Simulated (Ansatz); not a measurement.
Mg$_{3}$SnO (anti-perovskite, space group No. 221) at seven volumes, the program Ansatz at the r²SCAN level (PAW), scaled uniformly. One row is withheld.

```
V (Å³/atom)  P (GPa)
-----------  -------
14.957          8.93
15.450          5.48
15.943          2.53
16.436          0.00
16.929             ?
17.422         -4.09
17.915         -5.68
```

Problem. Fit the shown pressures and predict the withheld one.

Solution. P = (3/2)B₀(x^(7/2) − x^(5/2))[1 + (3/4)(B′ − 4)(x − 1)] with x = (V₀/V)^(2/3). Least squares on the six rows gives V₀ = 16.434 Å³/atom, B₀ = 78.4 GPa, B′ = 4.02. At V = 16.929, x = 0.9804 and P = -2.19 GPa. The run itself gave -2.20 GPa.

Space group Pm-3m (anti-perovskite). The start of the workflow was typed in or built on a structure type; neither database checked (COD, Materials Project) lists it. Its standing as an ambient phase is unchecked. The cell was relaxed with r²SCAN under the symmetry of its start; whether a distortion lowers the energy is not shown. Spin–orbit coupling is left out wherever it is not named.

Potentials: the earlier of the program's two PAW sets.
